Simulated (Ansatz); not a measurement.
## SiMo, first-principles data

SiMo:
```cif
data_Mo4Si4
_chemical_formula_sum 'Mo4 Si4'
_space_group_name_H-M_alt 'I41md'
_space_group_IT_number 109
_space_group_name_Hall 'I 4bw -2'
_cell_length_a 3.35898
_cell_length_b 3.35898
_cell_length_c 10.68833
_cell_angle_alpha 90.000
_cell_angle_beta 90.000
_cell_angle_gamma 90.000
loop_
_atom_site_label
_atom_site_type_symbol
_atom_site_symmetry_multiplicity
_atom_site_Wyckoff_symbol
_atom_site_fract_x
_atom_site_fract_y
_atom_site_fract_z
_atom_site_occupancy
Mo1 Mo 4 a 0.00000 0.00000 0.74470 1
Si1 Si 4 a 0.00000 0.00000 0.17130 1
```
(The calculation used a cell of 4 atoms; values per cell refer to that cell.)

Space group I4_1md (No. 109); conventional cell a = b = 3.3590 Å, c = 10.6883 Å, α = β = γ = 90.00°.

Method: the program Ansatz at the PBE level (PAW). The cell and atoms are relaxed at this level. Other levels are named where they apply.

**Cell and energy**

Volume per atom: 15.07 Å³
Density: 6.83 g/cm³
Formation energy from the elements (no fitted shifts): -0.30 eV/atom

**Electronic structure**

Electronic character: metallic (no gap)
Density of states at the Fermi level: 0.16 states/eV per atom (mean over ±0.08 eV)

**Mechanics**

* **Bulk modulus (Birch–Murnaghan fit)**: 192 GPa
* **Pressure derivative B′**: 4.1

A made-up cell: these elements were put on the sites of a structure type; neither database checked (COD, Materials Project) lists it. Its standing as an ambient phase is unchecked. Symmetry was held in the PBE relaxation; its stability against distortions is not shown here. The run is not spin-polarised. The references are the lowest solids computed at this level, not always the standard phases. Scalar-relativistic: spin–orbit coupling is off unless named, which matters more the heavier the elements.

Potentials: the later of the program's two PAW sets.
